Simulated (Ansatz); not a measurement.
Si (simple cubic, Pm-3m) under volume change, DFT-r²SCAN in the program Ansatz with PAW potentials, scaled uniformly.

| V (Å³/atom) | E − E(relaxed) (meV/atom) | P (GPa) |
|---|---|---|
| 14.620 | 49.7 | 11.86 |
| 15.102 | 21.0 | 7.33 |
| 15.584 | 5.0 | 3.40 |
| 16.066 | 0.0 | 0.01 |
| 16.548 | 4.5 | -2.91 |
| 17.030 | 17.1 | -5.44 |
| 17.512 | 36.7 | -7.52 |

### Question
What does a third-order Birch–Murnaghan fit give for V₀, B₀ and B′?

### Answer
V₀ = 16.07 Å³/atom, B₀ = 104 GPa, B′ = 4.0.

A made-up cell: these elements were put on the sites of a structure type; neither database checked (COD, Materials Project) lists it. It is not the phase usual at ambient conditions (space group No. 227). The r²SCAN relaxation kept the symmetry of its start; its stability against distortions is not shown here.

Potentials: the later of the program's two PAW sets.
